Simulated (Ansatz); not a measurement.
HfB: elastic constants from stress and strain

```yaml
crystal:
  lattice:
    - [0.00000, 2.31000, 2.31000]
    - [2.31000, 0.00000, 2.31000]
    - [2.31000, 2.31000, 0.00000]
  atoms:
    - { symbol: Hf, position: [0.50000, 0.50000, 0.50000] }
    - { symbol: B, position: [0.00000, 0.00000, 0.00000] }
```

Atom numbers follow the list: Hf1, B2.

The geometry is COD entry 1511179, unchecked; take it as a test cell.

Spin polarisation is left out, and whether a magnetic state lies lower isn't shown here.

Spin–orbit coupling is left out, though it moves levels of the heavy atoms by tenths of an eV or more.

These are results of Ansatz 0.2.0, DFT, PBE, all-electron LAPW, scalar-relativistic, not measurements.

Settings: a Γ-centred 15×15×15 k mesh, Fermi–Dirac smearing of 0.05 eV, basis error target 0.25 meV/atom, no spin polarisation.

The unstrained cell is at 29.9 GPa. Large strains and very small stresses are left out. Each strain is applied once, with fractional coordinates held (clamped ions), and σ below is the change of stress, positive in tension. One finite strain gives stress–strain coefficients at this pressure with an error of the order of the strain times third-order constants, a few per cent for each per cent of strain. In a metal the k mesh adds noise of tens of per cent to soft shears.

**Question.** Estimate the stiffness probed by this change, and the stress that it gives: z strained by +1 % at fixed volume.

**Answer.** σzz − σxx = 7.62 GPa and εzz − εxx = 0.0150, so C11 − C12 = (σzz − σxx)/(εzz − εxx) = 509 GPa.
